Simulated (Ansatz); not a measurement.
KBr (rock salt)

```cif
data_Br4K4
_chemical_formula_sum 'K4 Br4'
_space_group_name_H-M_alt 'Fm-3m'
_space_group_IT_number 225
_space_group_name_Hall '-F 4 2 3'
_cell_length_a 6.60884
_cell_length_b 6.60884
_cell_length_c 6.60884
_cell_angle_alpha 90.000
_cell_angle_beta 90.000
_cell_angle_gamma 90.000
loop_
_atom_site_label
_atom_site_type_symbol
_atom_site_symmetry_multiplicity
_atom_site_Wyckoff_symbol
_atom_site_fract_x
_atom_site_fract_y
_atom_site_fract_z
_atom_site_occupancy
K1 K 4 a 0.00000 0.00000 0.00000 1
Br1 Br 4 b 0.50000 0.50000 0.50000 1
```
(The calculation used a cell of 2 atoms; values per cell refer to that cell.)

E(V) scan at fixed shape, V₀ the volume above. Symmetry pins the atoms to their sites.

Level of theory: r2SCAN (plane waves to 500 eV, PAW, scalar-relativistic; Ansatz, a quantum-chemistry and plane-wave program). k mesh 9×9×9 (Γ-centred), Fermi-Dirac smearing 0.05 eV. Energies are smeared free energies. KBr was relaxed with its symmetry unable to fall. ΔE is measured from the relaxed starting cell.

```tsv
V (Å³/atom)	ΔE (meV/atom)
30.309	64.8
31.463	38.5
32.618	20.2
33.772	8.4
34.927	2.0
36.082	0.0
37.236	1.7
38.391	6.5
39.546	13.7
40.700	23.1
41.855	34.1
```

Q: What is the fitted pressure derivative B₀′?

A: 4.9.

Q: What bulk modulus B₀ follows from a third-order Birch-Murnaghan fit?

A: 15.9 GPa. Check by three points about V = 36.082 Å³/atom, step 1.155: d²E/dV² ≈ (2.0 − 2·0.0 + 1.7) meV / 1.155² = 0.00278 eV/Å⁶, and V·d²E/dV² × 160.2 = 16.0 GPa.

(A scan under strain: stresses follow from slopes of the energy per volume, elastic moduli from its curvatures.)
